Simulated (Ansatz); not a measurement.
**GaCo: one input, then a changed one**

The cell comes from COD entry 1540151, which wasn't checked; take it as a given geometry. The listed cell was then made from it by scaling, straining or moving an atom.

First run: DFT, PBEsol, all-electron LAPW, scalar-relativistic (Ansatz 0.2.0).

Command: `ansatz run input.yaml --threads 1 --pin off --max-ram 3072MiB --backend cpu --events-out ev --progress --plain --runs-dir out` The run took about 160 s on 1 thread of a shared machine.

```yaml
crystal:
  lattice:
    - [2.9158727642, 0.0, 0.0]
    - [0.0, 2.9158727642, 0.0]
    - [0.0, 0.0, 2.9158727642]
  atoms:
    - { symbol: Ga, position: [0.5, 0.5, 0.5] }
    - { symbol: Co, position: [0.0, 0.0, 0.0], spin: 2.0 }
magnetization:
  spin_polarized: true
kpoints:
  mp_grid: { grid: [11, 11, 11] }
scf:
  occupations: { method: fermi_dirac, width: 0.05 }
hamiltonian:
  xc: pbesol
  pseudopotentials: { kind: all_electron, lapw: { basis_error: 0.001 } }
output:
  forces: true
  stress: true
relax:
  f_tol: 0.005
  max_steps: 80
  cell: {}
```

Result: converged; relaxed volume 11.459 Å³/atom; moment 0.00 μB; 47 SCF iterations in all.

The input is then changed:

```diff
@@ -12,5 +12,6 @@
   mp_grid: { grid: [11, 11, 11] }
 scf:
-  occupations: { method: fermi_dirac, width: 0.05 }
+  occupations: { method: methfessel_paxton, width: 0.05 }
+  n_extra_bands: 8
 hamiltonian:
   xc: pbesol
```

Task: What does the second run give?

Result: It converged; energy at zero smearing -0.1 meV/atom from the first run; relaxed volume 11.455 Å³/atom; moment 0.00 μB; 75 SCF iterations in all.
